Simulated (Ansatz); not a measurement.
Consider the following.

Relaxed PbSe (rock salt):

```
PbSe
1.0
    0.00000     6.21775     6.21775
    3.10888     0.00000     3.10888
    3.10888     3.10888     0.00000
Se Pb
2 2
Direct
  0.00000   0.00000   0.00000
  0.50000   0.00000   0.00000
  0.25000   0.50000   0.50000
  0.75000   0.50000   0.50000
```

A phonon eigenvector at L = (0.5, 0.0, 0.0) is frozen into this cell: atom i moves by Q times the vector below, so Q is the largest atomic displacement, in Å. The cell is held. It is one choice among 2 degenerate patterns. (q is in reciprocal vectors of the primitive cell; the cell shown is doubled to hold the pattern.)

```json
[
 {"atom": "Se1", "x": "0.285", "y": "-0.520", "z": "0.805"},
 {"atom": "Se2", "x": "-0.285", "y": "0.520", "z": "-0.805"}
]
```

Atoms not listed stay in place.

Level of theory: PBE (plane waves to 420 eV, PAW, scalar-relativistic; Ansatz, an electronic-structure program). k mesh 9×9×9 (Γ-centred), Fermi-Dirac smearing 0.05 eV. Energies are smeared free energies. PbSe was relaxed with its symmetry unable to fall. Spin-orbit coupling is left out, though Pb is heavy. The zero of ΔE is the undisplaced structure.

The scan covers Q from -0.280 to 0.280 Å in 13 points.

Task: Is this a single well or a double well?

Result: A single well with its minimum at or next to zero displacement.

Task: Which space group does the distorted structure have?

Result: P-1 (No. 2), lowered from Fm-3m.

Task: What is the energy change at Q = 0.280 Å?

Result: 305 meV/cell.

Task: What harmonic wavenumber does the curvature at Q = 0 give?

Result: 115 cm⁻¹.

(For displaced atoms, the force is minus the slope of the energy, and its curvature is a force constant, which sets phonon frequencies.)
